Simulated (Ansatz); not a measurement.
HfOs, DFT, PBEsol, all-electron PAW with datasets made for the crystal, scalar-relativistic (Ansatz 0.2.0), run on 1 thread of AMD EPYC 9R45 96-Core Processor (Zen 5) on a shared host.

The geometry is COD entry 1523505, unchecked; take it as a test cell. The listed cell was then made from it by scaling, straining or moving an atom.

Command: `ansatz run input.yaml --threads 1 --pin off --max-ram 3072MiB --backend cpu --events-out ev --progress --plain --runs-dir out`

```yaml
crystal:
  lattice:
    - [3.2497608764, 0.0, 0.0]
    - [0.0, 3.2497608764, 0.0]
    - [0.0, 0.0, 3.2497608764]
  atoms:
    - { symbol: Hf, position: [0.0, 0.0, 0.0] }
    - { symbol: Os, position: [0.5, 0.5, 0.5] }
kpoints:
  mp_grid: { grid: [10, 10, 10] }
scf:
  occupations: { method: fermi_dirac, width: 0.05 }
hamiltonian:
  xc: pbesol
  pseudopotentials: { kind: all_electron, datasets: crystal }
output:
  forces: true
  stress: true
  eigenvalues: true
  efg: { contact_densities: true }
```

(1) How large is the problem that the program sets up?

(2) About how long does it take, and how much memory does it use?

(3) And the same cell and mesh by frozen-core PAW, asked for forces, stress, eigenvalues, efg, on the same hardware?

Answers

(1) 56 irreducible k-points, 751 plane waves at Γ, 35 bands.

(2) 14 s of wall time for 12 SCF iterations, with a peak of 0.86 GiB. Times on shared machines scatter by tens of per cent.

(3) 3.1 s, peak memory 0.45 GiB.
